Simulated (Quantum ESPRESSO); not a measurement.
## Band energies of PtAl₂

```
PtAl2
1.0
    0.00000     2.94917     2.94917
    2.94917     0.00000     2.94917
    2.94917     2.94917     0.00000
Al Pt
2 1
Cartesian
  1.47458   1.47458   1.47459
  4.42375   4.42375   4.42375
  0.00000   0.00000   0.00000
```

LDA (Quantum ESPRESSO, PseudoDojo norm-conserving, 84 Ry, scalar-relativistic); path ΓXWKΓLUWLK,UX; energies in eV from the Fermi level.

| k (1/Å) | point | band 8 | band 9 | band 10 | band 11 | band 12 | band 13 | band 14 | band 15 |
|---|---|---|---|---|---|---|---|---|---|
| 0.00 | Γ | -5.10 | -3.73 | -3.73 | 2.84 | 3.82 | 3.82 | 3.82 | 5.43 |
| 0.21 |  | -5.04 | -3.82 | -3.69 | 2.70 | 2.70 | 2.88 | 2.95 | 5.26 |
| 0.53 |  | -4.67 | -4.26 | -3.49 | -0.03 | 0.51 | 0.51 | 3.00 | 3.84 |
| 0.85 |  | -4.07 | -4.07 | -3.28 | -2.80 | -1.17 | -1.17 | 3.10 | 3.42 |
| 1.07 | X | -3.83 | -3.83 | -3.47 | -3.23 | -1.61 | -1.61 | 3.12 | 3.37 |
| 1.46 |  | -4.74 | -3.83 | -3.30 | -3.21 | -2.40 | -0.96 | 4.38 | 5.05 |
| 1.60 | W | -5.13 | -3.83 | -3.30 | -2.81 | -2.81 | -0.90 | 5.19 | 5.19 |
| 1.85 |  | -4.52 | -3.97 | -3.57 | -3.08 | -2.15 | -0.71 | 3.62 | 5.46 |
| 1.97 | K | -4.36 | -4.01 | -3.67 | -3.09 | -2.03 | -0.62 | 3.28 | 5.41 |
| 2.08 |  | -4.47 | -4.12 | -3.80 | -2.68 | -2.20 | -0.15 | 3.34 | 6.29 |
| 2.39 |  | -4.51 | -3.99 | -3.58 | -2.25 | -1.10 | 1.50 | 3.79 | 5.71 |
| 2.69 |  | -4.89 | -3.90 | -3.66 | 0.15 | 0.93 | 3.22 | 4.07 | 4.83 |
| 2.90 |  | -5.05 | -3.78 | -3.72 | 2.26 | 2.41 | 3.37 | 3.81 | 5.43 |
| 3.10 | Γ | -5.10 | -3.73 | -3.73 | 2.84 | 3.82 | 3.82 | 3.82 | 5.43 |
| 3.21 |  | -5.09 | -3.74 | -3.74 | 2.79 | 3.26 | 3.68 | 3.68 | 5.58 |
| 3.51 |  | -4.92 | -3.76 | -3.76 | -0.38 | 2.50 | 2.50 | 3.57 | 5.46 |
| 3.72 |  | -4.81 | -3.67 | -3.67 | -2.34 | 1.64 | 1.64 | 3.78 | 5.25 |
| 4.03 | L | -4.78 | -3.77 | -3.51 | -3.51 | 1.01 | 1.01 | 3.71 | 5.17 |
| 4.35 |  | -4.52 | -4.06 | -3.60 | -3.30 | -0.67 | 0.40 | 3.42 | 5.82 |
| 4.57 |  | -4.40 | -4.15 | -3.69 | -3.00 | -1.90 | -0.31 | 3.31 | 5.98 |
| 4.68 | U | -4.36 | -4.01 | -3.67 | -3.09 | -2.03 | -0.62 | 3.28 | 5.41 |
| 4.93 |  | -4.87 | -3.88 | -3.39 | -3.01 | -2.46 | -0.85 | 4.41 | 5.67 |
| 5.06 | W | -5.13 | -3.83 | -3.30 | -2.81 | -2.81 | -0.90 | 5.19 | 5.19 |
| 5.24 |  | -4.86 | -4.05 | -3.48 | -2.98 | -2.16 | -0.57 | 4.54 | 5.19 |
| 5.43 |  | -4.45 | -4.20 | -3.54 | -3.27 | -1.00 | 0.12 | 3.83 | 5.19 |
| 5.71 |  | -4.76 | -3.79 | -3.52 | -3.50 | 0.80 | 0.95 | 3.64 | 5.20 |
| 5.81 | L | -4.78 | -3.77 | -3.51 | -3.51 | 1.01 | 1.01 | 3.71 | 5.17 |
| 5.97 |  | -4.71 | -3.84 | -3.54 | -3.47 | 0.44 | 0.83 | 3.56 | 5.36 |
| 6.14 |  | -4.52 | -4.06 | -3.60 | -3.30 | -0.67 | 0.40 | 3.42 | 5.82 |
| 6.38 |  | -4.41 | -4.10 | -3.70 | -3.00 | -1.98 | -0.39 | 3.31 | 5.83 |
| 6.46 | K | -4.36 | -4.01 | -3.67 | -3.09 | -2.03 | -0.62 | 3.28 | 5.41 |
| 6.46 | U | -4.36 | -4.01 | -3.67 | -3.09 | -2.03 | -0.62 | 3.28 | 5.41 |
| 6.56 |  | -4.10 | -3.94 | -3.53 | -3.40 | -1.88 | -1.00 | 3.25 | 4.60 |
| 6.84 | X | -3.83 | -3.83 | -3.47 | -3.23 | -1.61 | -1.61 | 3.12 | 3.37 |

A metal at this level: along this path bands 11, 12, 13 cross the Fermi level.

Spin-orbit coupling is left out; for elements this heavy it splits bands near the Fermi level.

Geometry of the Materials Project entry, not relaxed at this level.
